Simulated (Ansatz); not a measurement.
Two states of FeReSi

```yaml
crystal:
  lattice:
    - [3.02071, 0.00000, 0.00000]
    - [0.00000, 3.02071, 0.00000]
    - [0.00000, 0.00000, 7.61656]
  atoms:
    - { symbol: Re, position: [0.75000, 0.75000, 0.73063] }
    - { symbol: Re, position: [0.25000, 0.25000, 0.26937] }
    - { symbol: Fe, position: [0.25000, 0.25000, 0.91460] }
    - { symbol: Fe, position: [0.75000, 0.75000, 0.08540] }
    - { symbol: Si, position: [0.75000, 0.75000, 0.41520] }
    - { symbol: Si, position: [0.25000, 0.25000, 0.58480] }
```

Single point in Ansatz 0.2.0 with PBE, with U_eff = 3.35 eV on Fe d (all-electron-ortho-atomic projectors). Cutoff 420 eV, PAW datasets, 8×8×3 Γ-centred k mesh, gaussian filling (width 0.0222 eV).

State A: Fe3 down, Fe4 up (collinear spin). State B: Fe3 down, Fe4 down (collinear spin).

Task: Compare the two self-consistent states.

Result: State B is lower by 34.0 meV an atom at zero smearing.

```tsv
state	free energy (meV/atom)	largest moment in a small sphere (μB)	net moment (μB/cell)	gap on mesh (eV)	pressure (GPa)	largest force (eV/Å)
A	34.0	2.76	0.00	metal	47.2	1.40
B	0.0	2.77	5.97	metal	44.9	1.09
```

Origin: a known structure type with other elements, at an estimated volume, so it need not be a known compound. Caveats: atoms or cell far from equilibrium.
